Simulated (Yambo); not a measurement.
```
CELL_PARAMETERS angstrom
      4.39238    -2.63220     0.00000
      4.39238     2.63220     0.00000
     -1.35210     0.00000     5.76531
ATOMIC_POSITIONS crystal
  C  0.33597 0.33597 0.75072
  C  0.66403 0.66403 0.24928
  O  0.21181 0.21181 0.83263
  O  0.78819 0.78819 0.16737
  O  0.38969 0.81339 0.29179
  O  0.61031 0.18661 0.70821
  O  0.18661 0.61031 0.70821
  O  0.81339 0.38969 0.29179
  Na 0.66907 0.66907 0.74079
  Na 0.33093 0.33093 0.25921
  Na 0.00000 0.00000 0.00000
  Na 0.00000 0.00000 0.50000
```

The geometry is that of Materials Project entry mp-3070, symmetrised and not relaxed again.

**Question.** Where are the main features of Im ε from RPA with local fields on LDA bands (Yambo; 4×4×4 mesh, 117 bands, 3 Ry local-field block, 0.2 eV broadening; field along y)?

**Answer.** Peaks at 8.0 eV (3.1), 10.5 eV (1.3), 15.1 eV (1.5), 17.5 eV (1.7), heights in brackets. Peak heights and small wiggles depend on the k mesh. Convergence of the RPA response with its 4×4×4 mesh was not tested. No excitonic effects at this level.
